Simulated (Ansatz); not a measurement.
## Ansatz 0.2.0, relaxation: YSi$_{2}$Os$_{2}$

Run with:

```bash
ansatz run input.yaml --threads 2 --pin off --max-ram 2560MiB --backend cpu --events-out ev --progress --plain --runs-dir out
```

Input:

```yaml
crystal:
  lattice:
    - [0.0, 4.01606247, 0.0]
    - [4.01606247, 0.0, 0.0]
    - [2.00803074, 2.00803074, -4.94161963]
  atoms:
    - { symbol: "Y", position: [0.0, 0.0, 0.0] }
    - { symbol: Si, position: [0.375, 0.375, 0.25] }
    - { symbol: Si, position: [0.625, 0.625, 0.75] }
    - { symbol: Os, position: [0.75, 0.25, 0.5] }
    - { symbol: Os, position: [0.25, 0.75, 0.5] }
  symmetry: { tolerance: 0.0003 }
kpoints:
  mp_grid: { grid: [7, 7, 7], shift: [0, 0, 0] }
magnetization:
  spin_polarized: false
scf:
  occupations: { method: fermi_dirac }
  lower_state_search: "off"
hamiltonian:
  pseudopotentials: { kind: paw }
  xc: r2scan
basis:
  ecutwfc: 500
  fft_grid_basis: typed
relax:
  max_steps: 80
  cell: { p_target: 0.0 }
  f_tol: 0.03
output:
  forces: true
  stress: true
  eigenvalues: true
  bader: true
  populations: true
  elf: true
  write_potential: true
  volumetric_format: npy
  dos:
    e_range: [-12, 8]
    de: 0.05
    projected: { site_lists: { Os: [Os], Si: [Si], "Y": ["Y"] } }
checkpoint:
  read: saved_state
```

Origin of the cell: a known structure type with other elements, at an estimated volume, so it need not be a known compound.

The smearing width isn't typed, so it takes its default of 0.1 eV.

The saved state is a converged single point of the same cell.

Steps («new basis» is an SCF on plane waves selected anew at the same cell):

```json
{"step": "1", "ΔF (meV/atom)": "0.0", "max force component (eV/Å)": "0.266", "P (GPa)": "9.71", "volume (Å³)": "79.70", "SCF iterations": "6", "step was": "accepted"}
{"step": "2", "ΔF (meV/atom)": "-33.6", "max force component (eV/Å)": "0.373", "P (GPa)": "-5.01", "volume (Å³)": "85.53", "SCF iterations": "7", "step was": "accepted"}
{"step": "3", "ΔF (meV/atom)": "-40.8", "max force component (eV/Å)": "0.164", "P (GPa)": "-0.75", "volume (Å³)": "83.64", "SCF iterations": "5", "step was": "accepted"}
{"step": "4", "ΔF (meV/atom)": "-41.1", "max force component (eV/Å)": "0.071", "P (GPa)": "0.02", "volume (Å³)": "83.38", "SCF iterations": "4", "step was": "accepted"}
{"step": "5", "ΔF (meV/atom)": "-41.2", "max force component (eV/Å)": "0.004", "P (GPa)": "0.00", "volume (Å³)": "83.47", "SCF iterations": "4", "step was": "accepted"}
{"step": "6", "ΔF (meV/atom)": "-41.5", "max force component (eV/Å)": "0.004", "P (GPa)": "0.00", "volume (Å³)": "83.47", "SCF iterations": "7", "step was": "new basis"}
```

Step 1, with forces in eV/Å:

```xyz
5
Lattice="0.000 4.016 0.000 4.016 0.000 0.000 2.008 2.008 -4.942" Properties=species:S:1:pos:R:3:forces:R:3 pbc="T T T" step=1
Y     0.000    0.000    0.000    0.000    0.000    0.000
Si    2.008    2.008   -1.235    0.000    0.000    0.266
Si    4.016    4.016   -3.706    0.000    0.000   -0.266
Os    2.008    4.016   -2.471    0.000    0.000    0.000
Os    4.016    2.008   -2.471    0.000    0.000    0.000
```

Step 2, with forces in eV/Å:

```xyz
5
Lattice="0.000 4.212 0.000 4.212 0.000 0.000 2.106 2.106 -4.822" Properties=species:S:1:pos:R:3:forces:R:3 pbc="T T T" step=2
Y     0.000    0.000    0.000    0.000    0.000    0.000
Si    2.106    2.106   -1.249    0.000    0.000   -0.373
Si    4.212    4.212   -3.572    0.000    0.000    0.373
Os    2.106    4.212   -2.411    0.000    0.000    0.000
Os    4.212    2.106   -2.411    0.000    0.000    0.000
```

Step 3, with forces in eV/Å:

```xyz
5
Lattice="0.000 4.169 0.000 4.169 0.000 0.000 2.085 2.085 -4.812" Properties=species:S:1:pos:R:3:forces:R:3 pbc="T T T" step=3
Y     0.000    0.000    0.000    0.000    0.000    0.000
Si    2.085    2.085   -1.242    0.000    0.000   -0.164
Si    4.169    4.169   -3.570    0.000    0.000    0.164
Os    2.085    4.169   -2.406    0.000    0.000    0.000
Os    4.169    2.085   -2.406    0.000    0.000    0.000
```

Step 4, with forces in eV/Å:

```xyz
5
Lattice="0.000 4.167 0.000 4.167 0.000 0.000 2.083 2.083 -4.802" Properties=species:S:1:pos:R:3:forces:R:3 pbc="T T T" step=4
Y     0.000    0.000    0.000    0.000    0.000    0.000
Si    2.083    2.083   -1.244    0.000    0.000   -0.071
Si    4.167    4.167   -3.558    0.000    0.000    0.071
Os    2.083    4.167   -2.401    0.000    0.000    0.000
Os    4.167    2.083   -2.401    0.000    0.000    0.000
```

Step 6, with forces in eV/Å:

```xyz
5
Lattice="0.000 4.168 0.000 4.168 0.000 0.000 2.084 2.084 -4.804" Properties=species:S:1:pos:R:3:forces:R:3 pbc="T T T" step=6
Y     0.000    0.000    0.000    0.000    0.000    0.000
Si    2.084    2.084   -1.249    0.000    0.000    0.004
Si    4.168    4.168   -3.554    0.000    0.000   -0.004
Os    2.084    4.168   -2.402    0.000    0.000    0.000
Os    4.168    2.084   -2.402    0.000    0.000    0.000
```

- Free energy lowered by: 41.5 meV/atom
- Volume change: 4.72 %
- Final pressure: 0.00 GPa
- Relaxation steps listed: 6

Caveats: no moments, though an odd count or open d shells may carry them; no spin-orbit coupling, though heavy elements are present; the relaxation held the start's symmetry, so the end may be a saddle point.

The run took 77 s on 2 threads of Arm Neoverse V1, on a shared host, peak memory 0.66 GiB, from a saved density.
